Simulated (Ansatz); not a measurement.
## Compressing PdSb: a fit and a missing row

PdSb, P6_3/mmc, a = 4.110 Å, c = 5.638 Å. The structure is a COD entry; whether it is the stable form wasn't checked. Ansatz: r2SCAN, PAW, 500 eV, Γ-centred 12×12×8 mesh on 4 atoms, Gaussian smearing 0.10 eV; no spin polarisation. Shape and atoms are relaxed at each volume; pressure is positive in compression.

| V (Å³/atom) | P (GPa) |
| --- | --- |
| 18.142 | 20.45 |
| 18.760 | ? |
| 19.379 | 8.35 |
| 19.997 | 3.80 |
| 20.616 | 0.01 |
| 21.234 | -3.15 |
| 21.853 | -5.76 |
| 22.677 | -8.57 |

Take V0 = 20.616 Å³/atom, count pressures from its P0 = 0.01 GPa, fit the third-order Birch–Murnaghan form to the other rows, and predict the missing pressure.

With the Eulerian strain f = ½[(V0/V)^(2/3) − 1] and y = (P − P0)/[3f(1 + 2f)^(5/2)], the form is the line y = B0 + 1.5 B0 (B0′ − 4) f. Rows (f, y): 0.04448, 123.8; 0.02106, 119.1; 0.01027, 116.9; -0.00975, 113.5; -0.01905, 111.3; -0.03077, 108.9. Means f = 0.002707, y = 115.58; Σ(Δf)² = 0.003888, ΣΔfΔy = 0.7606; the slope is their ratio. y = 115.1 + 195.6 f GPa, so B0 = 115.1 GPa and B0′ = 4 + 2 × (195.6)/(3 × 115.1) = 5.13. At V = 18.760, f = 0.03246, y = 121.45 and P = 13.85 GPa. The run gave 13.83 GPa, so the fit is 0.02 GPa too high, a small miss on the scale of the series.

Cost: 8 runs of about 8.7 core-minutes in all, on Oxide Virtual Turin-like Processor (Zen 5) (shared hosts).